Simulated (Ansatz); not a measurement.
Relaxed-ion elastic tensor of CoSn in space group P6/mmm (No. 191; Co on 3f, Sn on 1a, Sn on 2d) in GPa (Voigt order), r²SCAN in the plane-wave PAW code Ansatz; density 8.88 g/cm³, 16.61 Å³ per atom.

```
 248   108  73.7   0.0   0.0   0.0
 108   248  73.7   0.0   0.0   0.0
73.7  73.7   282   0.0   0.0   0.0
 0.0   0.0   0.0  78.4   0.0   0.0
 0.0   0.0   0.0   0.0  78.4   0.0
 0.0   0.0   0.0   0.0   0.0  70.3
```

Q: Is the crystal mechanically stable?

A: Yes: the smallest eigenvalue of C is 70.3 GPa.

Q: Work out the Voigt, Reuss and Hill averages.

A: K_V = 143, K_R = 143, K_H = 143; G_V = 80.3, G_R = 78.7, G_H = 79.5 GPa.

Q: Give Young's modulus, Poisson's ratio, Pugh's ratio and the universal anisotropy index.

A: E = 9KG/(3K + G) = 201 GPa; ν = 0.27; K/G = 1.80 (near the Pugh limit of 1.75, no verdict); A_U = 5G_V/G_R + K_V/K_R − 6 = 0.11.

Q: Estimate the sound speeds and the Debye temperature.

A: v_l = √((K + 4G/3)/ρ) = 5300 m/s, v_t = √(G/ρ) = 2990 m/s, mean 3330 m/s; Θ = (h/k)(3n/4πV)^(1/3) v_m = 388 K.

Q: Solve the Christoffel equation for the three sound speeds along x, y, z.

A: Eigenvalues of C_ijkl n_j n_l equal ρv². In km/s, slowest first: x 2.81, 2.97, 5.29; y 2.81, 2.97, 5.29; z 2.97, 2.97, 5.64.

Q: How much does each axis shrink under pressure?

A: Linear compressibilities β_i = Σ_j S_ij (j = 1 to 3): x 2.3, y 2.3, z 2.3 per TPa.

Symmetry was held in the r²SCAN relaxation; of distortions, only those at the zone centre were tested. The workflow began spin-polarised and lost its moments. As this level gives no gap, shear constants depend on the k-mesh and smearing (Fermi–Dirac, 0.1 eV here). On the denser mesh and wider smearing of the elastic run this cell carries a stress of 0.5 GPa. Scalar-relativistic: spin–orbit coupling is off unless named, which matters more the heavier the elements.

Potentials: the later of the program's two PAW sets.
